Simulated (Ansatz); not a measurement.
La3InN (anti-perovskite, Pm-3m), the program Ansatz at the PBE level (PAW), all energies at zero smearing, with the estimated change up to a 700 eV cutoff added, with one set of potentials and settings (totals compare only within such a set). Cell of 5 atoms (3 La, 1 In, 1 N): -24736.500 eV.

```
element                reference phase  E (eV/atom)
-------  -----------------------------  -----------
La       P6_3/mmc, 4 atoms in the cell   -6250.0953
In         I4/mmm, 1 atoms in the cell   -5597.8481
N            Pa-3, 8 atoms in the cell    -384.0325
```

Formation energy per atom, worked out: (-24736.500 − 3×(-6250.0953) − 1×(-5597.8481) − 1×(-384.0325))/5 = -0.867 eV/atom (-84 kJ per mol of atoms), at 0 K, without zero-point energy or fitted corrections.

The workflow started from a Materials Project entry (that database holds measured and hypothetical structures alike); the Crystallography Open Database files this formula in space group No. 221, but the cells were not matched. Whether it is the stable phase at ambient conditions was not checked. Symmetry was held in the PBE relaxation; whether a distortion lowers the energy is not shown. The references are the lowest solids computed at this level, not always the standard phases (solids in place of the gases). Spin–orbit coupling is left out wherever it is not named.

Potentials: the later of the program's two PAW sets.
